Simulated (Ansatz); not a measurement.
Relaxed-ion elastic tensor of Rb (bcc (W type), Im-3m) in GPa (Voigt order), r²SCAN (plane waves, PAW; program Ansatz); density 1.50 g/cm³, 94.93 Å³ per atom.

```
3.0  2.4  2.4  0.0  0.0  0.0
2.4  3.0  2.4  0.0  0.0  0.0
2.4  2.4  3.0  0.0  0.0  0.0
0.0  0.0  0.0  1.8  0.0  0.0
0.0  0.0  0.0  0.0  1.8  0.0
0.0  0.0  0.0  0.0  0.0  1.8
```

Question: Is the crystal mechanically stable?

Answer: Yes: the smallest eigenvalue of C is 0.6 GPa.

Question: Work out the Voigt, Reuss and Hill averages.

Answer: K_V = 2.6, K_R = 2.6, K_H = 2.6; G_V = 1.2, G_R = 0.6, G_H = 0.9 GPa.

Question: Give Young's modulus, Poisson's ratio, Pugh's ratio and the universal anisotropy index.

Answer: E = 9KG/(3K + G) = 2.5 GPa; ν = 0.34; K/G = 2.86 (ductile by the Pugh limit of 1.75); A_U = 5G_V/G_R + K_V/K_R − 6 = 4.87.

Question: Estimate the sound speeds and the Debye temperature.

Answer: v_l = √((K + 4G/3)/ρ) = 1600 m/s, v_t = √(G/ρ) = 781 m/s, mean 877 m/s; Θ = (h/k)(3n/4πV)^(1/3) v_m = 57.3 K.

Question: Give the Zener ratio and Young's modulus along [100], [110] and [111].

Answer: A = 2C44/(C11 − C12) = 5.89; 1/E = S11 − 2(S11 − S12 − S44/2)Γ with Γ = 0, 1/4, 1/3 gives 0.9, 2.2, 4.4 GPa.

Question: Solve the Christoffel equation for the three sound speeds along [100], [110], [111].

Answer: Eigenvalues of C_ijkl n_j n_l equal ρv². In km/s, slowest first: [100] 1.10, 1.10, 1.42; [110] 0.45, 1.10, 1.74; [111] 0.74, 0.74, 1.83.

Symmetry was held in the r²SCAN relaxation; phonons on a q-mesh show no instability. As this level gives no gap, shear constants depend on the k-mesh and smearing (Fermi–Dirac, 0.1 eV here).

Potentials: the later of the program's two PAW sets.
